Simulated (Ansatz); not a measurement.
Ba₂HfS₄:
```cif
data_Ba4Hf2S8
_chemical_formula_sum 'Ba4 Hf2 S8'
_space_group_name_H-M_alt 'I4/mmm'
_space_group_IT_number 139
_space_group_name_Hall '-I 4 2'
_cell_length_a 4.94620
_cell_length_b 4.94620
_cell_length_c 15.80323
_cell_angle_alpha 90.000
_cell_angle_beta 90.000
_cell_angle_gamma 90.000
loop_
_atom_site_label
_atom_site_type_symbol
_atom_site_symmetry_multiplicity
_atom_site_Wyckoff_symbol
_atom_site_fract_x
_atom_site_fract_y
_atom_site_fract_z
_atom_site_occupancy
Ba1 Ba 4 e 0.00000 0.00000 0.35782 1
Hf1 Hf 2 a 0.00000 0.00000 0.00000 1
S1 S 4 c 0.00000 0.50000 0.00000 1
S2 S 4 e 0.00000 0.00000 0.16212 1
```
(The calculation used a cell of 7 atoms; values per cell refer to that cell.)

Relaxed with r²SCAN. r²SCAN in the plane-wave PAW code Ansatz gives a gap of 1.18 eV.

Problem. What gap does HSE06 give on the same cell (Ansatz, PAW)?

Solution. 1.65 eV, 0.47 eV more. The hybrid was solved on a coarser mesh and at special points; its gap is the smallest among all of these.

Cost on shared cores: the r²SCAN run (SCF on a 8×8×8 mesh, then bands and DOS) very roughly 5 core-minutes, the HSE06 run (SCF on 5×5×5, then a few points) roughly 9 core-minutes; the tasks are unlike.

The workflow started from a Materials Project entry (that database holds measured and hypothetical structures alike); the Crystallography Open Database copy checked does not list it. Its standing as an ambient phase is unchecked. The cell was relaxed with r²SCAN under the symmetry of its start; its stability against distortions is not shown here. No spin polarisation was allowed. Scalar-relativistic: spin–orbit coupling is off unless named, which matters more the heavier the elements.

Potentials: the later of the program's two PAW sets.
